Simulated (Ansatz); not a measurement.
This cell of ZnS (zinc blende) is off equilibrium:

```
ZnS
1.0
    0.00000     2.69951     2.69951
    2.69951     0.00000     2.69951
    2.69951     2.69951     0.00000
S Zn
1 1
Cartesian
  1.34976   1.34976   1.34976
  0.00000   0.00000   0.00000
```

These are PBEsol (plane waves to 420 eV, PAW, scalar-relativistic; Ansatz, a program for electronic structure) values and carry that method's errors. k mesh 11×11×11 (Γ-centred), Fermi-Dirac smearing 0.05 eV. E stands for the smeared free energy. Compression counts positive. ZnS was relaxed with its symmetry unable to fall.

Give the stress tensor in GPa and the pressure.


```
  -1.78     0.00     0.00
   0.00    -1.78     0.00
   0.00     0.00    -1.78
```
The pressure, a third of the trace, is -1.78 GPa.

It is the relaxed cell scaled evenly to V/V₀ = 1.024, atoms relaxed where free. What is its energy relative to the relaxed cell?

2.6 meV/atom.

(Under strain, the slope of the energy per volume gives the stress and its curvature an elastic modulus.)
